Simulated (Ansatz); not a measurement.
Input:

CuI:
```cif
data_CuI
_chemical_formula_sum 'Cu1 I1'
_space_group_name_H-M_alt 'P 1'
_space_group_IT_number 1
_cell_length_a 4.19928
_cell_length_b 4.19928
_cell_length_c 4.19928
_cell_angle_alpha 60.000
_cell_angle_beta 60.000
_cell_angle_gamma 60.000
loop_
_space_group_symop_operation_xyz
  'x, y, z'
loop_
_atom_site_label
_atom_site_type_symbol
_atom_site_fract_x
_atom_site_fract_y
_atom_site_fract_z
_atom_site_occupancy
Cu1 Cu 0.75000 0.75000 0.75000 1
I1 I 0.00000 0.00000 0.00000 1
```

This is the PBEsol-relaxed structure.

Q: All from DFT-PBEsol in the program Ansatz with PAW potentials, unless another level is named. Estimate the Poisson's ratio.

A: 0.35.

Q: What about the elastic constants (relaxed ions, GPa)?

A: C11 = 62.5, C12 = 43.0, C44 = 24.1.

Space group F-43m (zinc blende). Symmetry was held in the PBEsol relaxation. The run is not spin-polarised. Spin–orbit coupling is left out wherever it is not named.

Potentials: the earlier of the program's two PAW sets. The files were generated under PBE; for other functionals the program regenerates the frozen cores, and for LDA and PBEsol the local potential too.
